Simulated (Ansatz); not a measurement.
WC:
```
WC
1.0
    2.91207     0.00000     0.00000
   -1.45604     2.52193     0.00000
    0.00000     0.00000     2.83625
W C
1 1
Direct
  0.00000   0.00000   0.00000
  0.66667   0.33333   0.50000
```

Relaxed with r²SCAN. Special points in fractions of this cell's reciprocal vectors: Γ (0.000, 0.000, 0.000); M (0.500, 0.000, 0.000); K (0.333, 0.333, 0.000); A (0.000, 0.000, 0.500); L (0.500, 0.000, 0.500); H (0.333, 0.333, 0.500).

**Question.** List the band energies nearest the Fermi level at these points for r²SCAN (plane waves, PAW; program Ansatz).

**Answer.** In eV from the Fermi level; about four levels below and three above (degenerate sets whole), none deeper than 8.9 eV; … stands for higher levels left out; points with the same levels are listed once.

```tsv
k	below	above
Γ	-4.41 -3.43 -3.43	0.17 3.45 3.45
M	-7.25 -3.67 -3.62 -0.46	2.54 4.76 5.11
K	-6.75 -4.63 -3.51	0.81 1.04 2.19
A	-2.05 -2.05 -0.52 -0.52	3.87 …
L	-6.64 -4.43 -4.29	0.28 4.62 5.51
H	-7.35 -5.57 -1.66 -0.67	4.60 6.67 7.94
```

Space group P-6m2. The r²SCAN relaxation kept the symmetry of its start; of distortions, only those at the zone centre were tested. The run is not spin-polarised. Spin–orbit coupling is left out wherever it is not named.

Potentials: the later of the program's two PAW sets.
